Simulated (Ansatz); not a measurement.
This run works on a generated trial structure, not on a known crystal.

Input and command of a plane-wave DFT calculation in Ansatz:

```yaml
crystal:
  lattice:
    - [6.73121733, 0.0, 0.0]
    - [-3.36560866, 5.8294052, 0.0]
    - [0.0, 0.0, 4.86839074]
  atoms:
    - { symbol: Sc, position: [0.5, 0.0, 0.5] }
    - { symbol: Sc, position: [0.0, 0.5, 0.5] }
    - { symbol: Sc, position: [0.5, 0.5, 0.5] }
    - { symbol: Sc, position: [0.33333333, 0.66666667, 0.0] }
    - { symbol: Sc, position: [0.66666667, 0.33333333, 0.0] }
    - { symbol: Sb, position: [0.0, 0.0, 0.0] }
    - { symbol: Se, position: [0.33333333, 0.66666667, 0.5] }
    - { symbol: Se, position: [0.66666667, 0.33333333, 0.5] }
basis:
  ecutwfc: 420
kpoints:
  mp_grid: { grid: [3, 3, 4] }
hamiltonian:
  xc: pbe
scf:
  occupations: { method: gaussian, width: 0.2 }
  lower_state_search: "off"
output:
  forces: true
  stress: true
  eigenvalues: true
relax:
  adjacent_minimum: "off"
  f_tol: 0.08
  max_steps: 16
  cell: { stress_tol: 0.8 }
```

```bash
ansatz run input.yaml --threads 1 --pin off --max-ram 2560MiB --backend cpu --events-out ev --progress --plain --runs-dir out
```

Processor: Arm Neoverse V2, 1 thread, on a host shared with other jobs.

**Question.** Estimate time, memory and problem size.

**Answer.** About 2 min, peak memory 0.62 GiB. It solves 62 bands at 9 k points (after reduction by symmetry) with about 6323 plane waves (on the last cell), in 80 SCF iterations over 10 ionic steps.
